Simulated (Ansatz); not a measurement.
Generalised stacking fault of AlRu (CsCl type) on the {110} plane. The cell below holds the perfect crystal with the plane normal along z; tilting its third vector by the shift puts one fault into each cell, between planes 2.12 Å apart, at fixed cell height.

```yaml
crystal:
  lattice:
    - [3.00370, 0.00000, 0.00000]
    - [0.00000, 4.24788, 0.00000]
    - [0.00000, 2.12394, 6.37181]
  atoms:
    - { symbol: Al, position: [0.00000, 0.00000, 0.83333] }
    - { symbol: Al, position: [0.00000, 0.33333, 0.16667] }
    - { symbol: Al, position: [0.00000, 0.66667, 0.50000] }
    - { symbol: Ru, position: [0.50000, 0.50000, 0.83333] }
    - { symbol: Ru, position: [0.50000, 0.83333, 0.16667] }
    - { symbol: Ru, position: [0.50000, 0.16667, 0.50000] }
```

In-plane vectors a = (3.004, 0.000) Å, b = (0.000, 4.248) Å, area 12.76 Å². The shift is s times the vector b (length 4.248 Å), so s = 1 restores the start. The shift is rigid: no atom relaxes. γ = [E(shift) − E(0)] / area.

These are PBE (plane waves to 420 eV, PAW, scalar-relativistic; Ansatz, a first-principles code) values and carry that method's errors. k mesh 13×10×10 (Γ-centred), Fermi-Dirac smearing 0.05 eV. Energies are extrapolated to zero smearing. With partly filled bands, the k mesh leaves noise in γ, roughly 0.02 J/m² as judged from a few cases. Faults lie only 6.4 Å apart, and holding the cell height and the atoms raises γ above its relaxed value. Left out: 3 of 12 points, with atoms too close for the PAW data. AlRu is run without spin polarisation. AlRu was relaxed with its symmetry unable to fall. γ is measured from zero shift.

Q: Estimate the γ (meV/Å²) for s = 0.083, 0.167, 0.250, 0.333, 0.667, 0.750, 0.833, 0.917.

A: 
| s | γ (meV/Å²) |
|---|---|
| 0.083 | 11 |
| 0.167 | 45 |
| 0.250 | 101 |
| 0.333 | 179 |
| 0.667 | 179 |
| 0.750 | 101 |
| 0.833 | 45 |
| 0.917 | 11 |

(The slope of γ gives the shear force per area between the displaced halves; near zero shift its curvature is an elastic stiffness.)
